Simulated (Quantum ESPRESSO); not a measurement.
**Electric field gradients in CaMgF4 (changed cell)**

```
CaMgF4
1.0
    4.96765    -0.03538     0.00000
   -0.03538     4.96765     0.00000
    0.00000     0.00000     3.31361
Ca Mg F
1 1 4
Cartesian
  2.46613   2.46613   1.65681
  0.00000   0.00000   0.00000
  3.52477   3.52477   0.00000
  1.40750   1.40750   0.00000
  4.06599   0.86628   1.65681
  0.86628   4.06599   1.65681
```
The cell was made here from a computed Materials Project entry: one of 2 Mg replaced by Ca, cell and atoms relaxed (PBE without dispersion, pw.x of a modified build of Quantum ESPRESSO, symmetry kept). The parent is MgF2 in P4₂/mnm. The swapped cell is a model, not a known phase. Stability against distortions was not tested.

Computed: field gradients by the PAW reconstruction of the field gradient on a scalar-relativistic PBE ground state (Quantum ESPRESSO, JTH datasets), 22.5 Ha, k-mesh 5×5×7 through Γ.

| site | site symmetry | Vzz (10²¹ V/m²) | η_Q | ∣C_Q∣ (MHz) |
|---|---|---|---|---|
| Ca (atom 1) | mmm | -0.31 | 0.29 | 0.31 (⁴³Ca) |
| Mg (atom 2) | mmm | 1.65 | 0.43 | 7.93 (²⁵Mg) |
| F1 (atoms 3, 4) | 2mm | 3.84 | 0.46 | – |
| F2 (atoms 5, 6) | m2m | -4.29 | 0.74 | – |

Quadrupole moments taken as inputs (sizes, barn, from the tables of PySCF and pymatgen): ⁴³Ca 0.0408, ²⁵Mg 0.199.

Convention: |Vzz| is the largest principal value, η_Q = (Vxx − Vyy)/Vzz, |C_Q| = |eQVzz/h|. Cores are frozen. Against all-electron runs on small test molecules, this scheme's |Vzz| missed by −6 to +4 % (−29 % in KF) on F. Ca, Mg had no test against all-electron runs.
